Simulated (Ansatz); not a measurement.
The start is a generated cell, Hf built in the fcc structure type. A full variable-cell relaxation at zero pressure is run with r2SCAN (plane waves to 500 eV, PAW, scalar-relativistic; Ansatz, a quantum-chemistry and plane-wave program). The first steps use a coarse 12×12×12 k-mesh.

Input geometry:
```
CELL_PARAMETERS angstrom
      0.00000     2.23894     2.23894
      2.23894     0.00000     2.23894
      2.23894     2.23894     0.00000
ATOMIC_POSITIONS crystal
  Hf 0.00000 0.00000 0.00000
```

| Property | Result |
|---|---|
| Outcome | The space group stays Fm-3m (No. 225) (the run could not lower it); the end is fcc (Cu type), with 1 atom in the primitive cell |
| Shortest distances (start → end) | The closest pairs of elements (up to four, under 3.6 Å), start → end: Hf–Hf 3.17 → 3.17 Å |
| Optimiser moves | 4 |

The end point of the relaxation:

```cif
data_Hf4
_chemical_formula_sum 'Hf4'
_space_group_name_H-M_alt 'Fm-3m'
_space_group_IT_number 225
_space_group_name_Hall '-F 4 2 3'
_cell_length_a 4.47801
_cell_length_b 4.47801
_cell_length_c 4.47801
_cell_angle_alpha 90.000
_cell_angle_beta 90.000
_cell_angle_gamma 90.000
loop_
_atom_site_label
_atom_site_type_symbol
_atom_site_symmetry_multiplicity
_atom_site_Wyckoff_symbol
_atom_site_fract_x
_atom_site_fract_y
_atom_site_fract_z
_atom_site_occupancy
Hf1 Hf 4 a 0.00000 0.00000 0.00000 1
```
(The calculation used a cell of 1 atom; values per cell refer to that cell.)

Final values are on a 18×18×18 k-mesh of the relaxed cell. No spin polarisation in the result.

The run could not lose the symmetry of its start, so the end can be a saddle point.

The relaxed structure here is a generated cell of Hf: the first start was made by placing the elements on the sites of a structure type, and the end was not matched to a known phase here, so it may be hypothetical. Known forms of Hf include space group No. 194.
